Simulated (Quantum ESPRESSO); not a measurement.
# One change at a time to Al4Cu2OsPd

All numbers below are calculated, not measured. They come from Quantum ESPRESSO 7.5, a public plane-wave density functional program. Each row is one single-point run on a made-up periodic cell of eight metal atoms, with elements, volume, strain and displacements drawn at random and not relaxed, so a cell may be unstable or far from any real phase. There is no spin polarisation or spin-orbit coupling.

Settings: PBE unless stated; PseudoDojo standard norm-conserving files; Fermi-Dirac width 0.25 eV, which means electrons at about 2900 K; cutoff 1252 eV; 5 x 5 x 4 k mesh shifted half a step off Gamma. E is the free energy of the whole cell (internal energy minus TS), so a -TS column is already part of it. Stress is positive in tension, and the pressure P is minus a third of its trace.

Checks: one run of this series was repeated at a higher cutoff and on a denser mesh, which moved values by no more than 0.013 eV, 0.11 GPa and 0.009 eV/Å, and a second program with other atomic files agreed on it to 2 % rms in force and 0.5 GPa in pressure. Known limits: the copper pseudopotential is less sure than most, with forces differing by about three percent and pressure by about two GPa from a second method on plain copper; heavy elements are run without spin-orbit coupling, which real alloys of them have; a spin test at this wide smearing found no moment, but such smearing suppresses magnetism that the real alloy may have.

The lattice is hexagonal close-packed, and the cell vectors in Å are (4.325, -2.434, 0.008); (-2.866, 0.045, -4.686); (2.848, 4.808, -0.037), a volume of 130.08 Å³ in run 1. The elements on sites 1 to 8 are Al Pd Cu Cu Al Al Os Al. Each later run makes one change to run 1 and keeps the rest. E is counted from run 1, and is n/a where other atomic files have another zero of energy.

| run | change | V (Å³) | P (GPa) | -TS (eV) | rms force (eV/Å) | largest change of a force component (eV/Å) | E (eV) |
|---|---|---|---|---|---|---|---|
| 1 | none | 130.08 | -14.97 | -0.825 | 0.323 | 0.000 | 0.000 |
| 2 | sites 3 and 5 exchanged | 130.08 | -15.86 | -0.807 | 0.342 | 0.507 | -0.271 |
| 3 | all lengths scaled by -0.56 % | 127.91 | -13.77 | -0.811 | 0.334 | 0.035 | ? |
| 4 | LDA in place of PBE | 130.08 | -21.93 | -0.826 | 0.310 | 0.088 | n/a |
| 5 | Ta on site 2 | 130.08 | -11.35 | -0.957 | 0.193 | 0.901 | n/a |
| 6 | site 4 moved by -0.16 Å along x | 130.08 | -14.92 | -0.828 | 0.341 | 0.342 | 0.038 |

## Worked estimate

Along a uniform scaling dE = -P dV. The mean of the two pressures is -14.370 GPa and the volume changes by -2.17 Å³, with 160.2 GPa to one eV/Å³. The same two rows give -V dP/dV = 71 GPa for this cell with clamped atoms, which is not the bulk modulus of a real alloy.

## Withheld value

Question: what E should run 3 give?

The estimate is -0.195 eV. The calculation gave -0.195 eV.
